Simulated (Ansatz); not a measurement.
## HfTiO₃, a known structure type with other elements, at an estimated volume

```
Hf Ti O
1.0
     3.66313    0.00000    0.00000
     0.00000    3.66313    0.00000
     0.00000    0.00000    3.67980
Hf Ti O
1 1 3
Direct
  0.00000 0.00000 0.00000
  0.50000 0.50000 0.49000
  0.50000 0.50000 0.01900
  0.50000 0.00000 0.51700
  0.00000 0.50000 0.51700
```

Single point in Ansatz 0.2.0 with r2SCAN, no spin polarisation. Cutoff 500 eV, PAW datasets, 9×9×9 Γ-centred k mesh, methfessel-paxton filling (width 0.1393 eV).

Is it stable against the elements?

-2.19 eV an atom against the elements' usual phases (free molecules for gases, crystals otherwise, with no correction for O₂ or N₂), so it is bound against them; other compounds may still compete. Relaxing would lower it.

What do density and ELF say about some of the short contacts?

Ti–O at 1.73 Å: least valence density 1.22 e/Å³ and ELF 0.30 there. Hf–O at 2.55 Å: least valence density 0.24 e/Å³ and ELF 0.09 there. These are pseudo-fields; inside the PAW spheres they differ from the all-electron ones.

Is there a gap?

It is a metal, with about 2.8 states/eV a cell as the mean within 0.25 eV of the Fermi level, mostly Hf d (60 %) and Ti d (30 %).

Which atom feels the largest force, and which way?

The largest is on O3: 3.63 eV/Å, components (0.00, 0.00, -3.63). It makes 180° with the line to a nearest neighbour, Ti2 at 1.73 Å, pointing away from it.

Origin: a known structure type with other elements, at an estimated volume, so it need not be a known compound. Caveats: many states at the Fermi level without spin polarisation, so a magnetic state may lie lower; correlation that this level lacks may open a gap in such a compound; atoms or cell far from equilibrium.
